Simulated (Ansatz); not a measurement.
Theory: DFT PBE, scalar-relativistic, plane waves, PAW (Ansatz). All cells share a 420 eV cutoff and Γ-centred k meshes spaced at most about 0.3 Å⁻¹ (about 0.25 or finer for metals, 2π included). No spin polarisation in the final relaxations.

All energies are static (0 K, no zero-point motion).

Two forms of InGaTe3 were relaxed alike.

A.

```cif
data_structure
_symmetry_space_group_name_H-M 'R-3m:H'
_symmetry_Int_Tables_number 166
_cell_length_a 6.7050
_cell_length_b 6.7050
_cell_length_c 14.6247
_cell_angle_alpha 90.000
_cell_angle_beta 90.000
_cell_angle_gamma 120.000
_cell_volume 569.39
loop_
_atom_site_label
_atom_site_type_symbol
_atom_site_symmetry_multiplicity
_atom_site_Wyckoff_symbol
_atom_site_fract_x
_atom_site_fract_y
_atom_site_fract_z
_atom_site_occupancy
In1 In 3 b 0.33333 0.66667 0.16667 1
Ga1 Ga 3 a 0.00000 0.00000 0.00000 1
Te1 Te 9 e 0.16667 0.33333 0.33333 1
```

B.

```cif
data_structure
_symmetry_space_group_name_H-M 'Pm-3m'
_symmetry_Int_Tables_number 221
_cell_length_a 5.7342
_cell_length_b 5.7342
_cell_length_c 5.7342
_cell_angle_alpha 90.000
_cell_angle_beta 90.000
_cell_angle_gamma 90.000
_cell_volume 188.55
loop_
_atom_site_label
_atom_site_type_symbol
_atom_site_symmetry_multiplicity
_atom_site_Wyckoff_symbol
_atom_site_fract_x
_atom_site_fract_y
_atom_site_fract_z
_atom_site_occupancy
In1 In 1 a 0.00000 0.00000 0.00000 1
Ga1 Ga 1 b 0.50000 0.50000 0.50000 1
Te1 Te 3 d 0.50000 0.00000 0.00000 1
```

Question: Which is lower in energy, and by how much?

Answer: A is lower, by 204 meV/atom. A has space group R-3m (No. 166), 38.0 Å³/atom and no gap on its mesh; B has the cubic perovskite type, space group Pm-3m (No. 221), 37.7 Å³/atom and no gap. Counting Te atoms around Ga and In (those within 1.25 times the shortest such distance or 1.15 times the sum of covalent radii; the shortest distance is added where it is long for a bond), A has In 6, Ga 6 from 3.4 Å and B has In 6, Ga 12 from 4.1 Å. Even the lower one lies +0.12 eV/atom against the reference forms of the elements (uncorrected), so neither is stable at this level. In A, In is surrounded by 6 Te at 3.11 Å; Ga has 6 Te at 3.35 Å; Te is surrounded by 2 In at 3.11 Å, 2 Ga at 3.35 Å and 4 Te at 3.35 Å. In B, In has 6 Te at 2.87 Å; Ga has 12 Te at 4.05 Å (long contacts); around Te lie 2 In at 2.87 Å, 4 Ga at 4.05 Å and 8 Te at 4.05 Å. Both come from invented guesses.

These runs have no spin–orbit coupling, which can matter for Te. Cells relaxed within their symmetry can be saddle points.
